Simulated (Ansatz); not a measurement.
Relaxation of a relaxed SnO2 cell deformed by the Cartesian strain tensor (xx, yy, zz, yz, xz, xy) = (0.008, 0.057, 0.028, -0.035, -0.101, 0.037); 6 atoms in the cell, which starts as P-1 (No. 2), aP6; a = 3.3073 Å, b = 4.8237 Å, c = 5.0357 Å, α = 85.67°, β = 85.98°, γ = 78.66°. Level of theory: r2SCAN (plane waves to 500 eV, PAW, scalar-relativistic; Ansatz, a quantum-chemistry and plane-wave program). Γ-centred k-mesh 5×5×7 on the run's cell (coarser than for final values), Fermi–Dirac smearing 0.05 eV. This is the first round of the run. 

The optimiser's lines from the output (shortened; P is positive under compression):

```
relax step   1: F+E_penalty+E_count = -14351.16857707 eV  Δ(F+E_penalty+E_count) = +0.000e0 eV  max|allowed force component| = 6.157e-1 eV/Å  Δτ_max = 0.0000 Å  P = -8.004 GPa  Ω = 78.418 Å³  (9 SCF iters, dr2 threshold 1.00e-7 eV, accepted)
relax step   2: F+E_penalty+E_count = -14351.93455375 eV  Δ(F+E_penalty+E_count) = -7.660e-1 eV  max|allowed force component| = 5.769e-1 eV/Å  Δτ_max = 0.0122 Å  P = -4.838 GPa  Ω = 75.530 Å³  (7 SCF iters, dr2 threshold 6.00e-7 eV, accepted)
relax step   3: F+E_penalty+E_count = -14352.43033263 eV  Δ(F+E_penalty+E_count) = -4.958e-1 eV  max|allowed force component| = 7.937e-2 eV/Å  Δτ_max = 0.0301 Å  P = -0.034 GPa  Ω = 72.649 Å³  (7 SCF iters, dr2 threshold 6.00e-7 eV, accepted)
relax step   4: F+E_penalty+E_count = -14352.56973405 eV  Δ(F+E_penalty+E_count) = -1.394e-1 eV  max|allowed force component| = 1.572e-2 eV/Å  Δτ_max = 0.0389 Å  P = -0.006 GPa  Ω = 72.478 Å³  (7 SCF iters, dr2 threshold 6.00e-7 eV, accepted)
relax step   5: F+E_penalty+E_count = -14352.57040624 eV  Δ(F+E_penalty+E_count) = -6.722e-4 eV  max|allowed force component| = 1.115e-3 eV/Å  Δτ_max = 0.0043 Å  P = -0.015 GPa  Ω = 72.468 Å³  (5 SCF iters, dr2 threshold 5.65e-7 eV, accepted)
relax step   6: F+E_penalty+E_count = -14352.57041484 eV  Δ(F+E_penalty+E_count) = -8.602e-6 eV  max|allowed force component| = 1.248e-3 eV/Å  Δτ_max = 0.0002 Å  P = +0.016 GPa  Ω = 72.455 Å³  (5 SCF iters, dr2 threshold 2.54e-9 eV, accepted)
relax step   7: F+E_penalty+E_count = -14352.56726699 eV  Δ(F+E_penalty+E_count) = +3.148e-3 eV  max|allowed force component| = 1.420e-3 eV/Å  Δτ_max = 0.0000 Å  P = +0.020 GPa  Ω = 72.455 Å³  stress off target by 2.97e-2 GPa  SCF on the basis re-selected at this cell (its energy is not comparable with the rows above)  (7 SCF iters)
relax step   8: F+E_penalty+E_count = -14352.56726451 eV  Δ(F+E_penalty+E_count) = +2.475e-6 eV  max|allowed force component| = 2.914e-5 eV/Å  Δτ_max = 0.0002 Å  P = +0.000 GPa  Ω = 72.462 Å³  (4 SCF iters, dr2 threshold 2.21e-9 eV, accepted)
relax step   9: F+E_penalty+E_count = -14352.56726760 eV  Δ(F+E_penalty+E_count) = -3.084e-6 eV  max|allowed force component| = 3.121e-5 eV/Å  Δτ_max = 0.0000 Å  P = +0.000 GPa  Ω = 72.462 Å³  stress off target by 4.38e-4 GPa  SCF on the basis re-selected at this cell (its energy is not comparable with the rows above)  (4 SCF iters)
```

From the first to the last row the energy changes by -0.23 eV/atom and the volume by -7.6 %. The last row is marked as not comparable with the walk above it, whose basis was carried along; it does compare with step 1, since both stand on a basis selected at the nominal cutoff for their own cell.

Later rounds, restarted from the end of this one on a renewed k-mesh, logged 2 more steps and released under 1 meV/atom more. The final structure after all rounds: P4₂/mnm (No. 136), tP6, rutile type; a = b = 4.759 Å, c = 3.200 Å, α = β = γ = 90.00°. Between re-selections the logged energies stand on a plane-wave basis carried along with the cell. No spin polarisation in the result.

The run could not lose the symmetry of its start.
